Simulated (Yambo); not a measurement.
```xyz
12
Lattice="4.5885 -2.6427 0.0000 4.5885 2.6427 0.0000 -0.6233 0.0000 6.2542" Properties=species:S:1:pos:R:3 pbc="T T T"
C      2.5611     0.0000     4.7207
C      5.9927     0.0000     1.5335
O      3.1995    -1.1278     4.6258
O      5.3542     1.1278     1.6284
O      5.3542    -1.1278     1.6284
O      3.1995     1.1278     4.6258
O      1.2750     0.0000     4.9304
O      7.2787     0.0000     1.3238
Na     0.0000     0.0000     0.0000
Na    -0.3117     0.0000     3.1271
Na     2.8511     0.0000     1.4301
Na     5.7026     0.0000     4.8240
```

Response from Yambo on norm-conserving PBEsol (Quantum ESPRESSO, 88 Ry, scalar-relativistic) bands: 4×4×4 mesh, 128 bands, 3 Ry local-field block, 0.2 eV broadening.

Q: Give the static electronic dielectric constant without and with local fields along each axis.

A: 
```
field along  ε(0), independent particles  ε(0), RPA with local fields  refractive index √ε
-----------  ---------------------------  ---------------------------  -------------------
x                                   2.66                         2.34                 1.53
y                                   2.68                         2.35                 1.53
z                                   2.12                         1.91                 1.38
```
Electronic (clamped-ion) response only. PBEsol gaps are usually too small, which raises these values. Convergence of the RPA response with its 4×4×4 mesh was not tested. x, y and z are Cartesian axes of the cell as given.

Geometry of the Materials Project entry, not relaxed at this level.
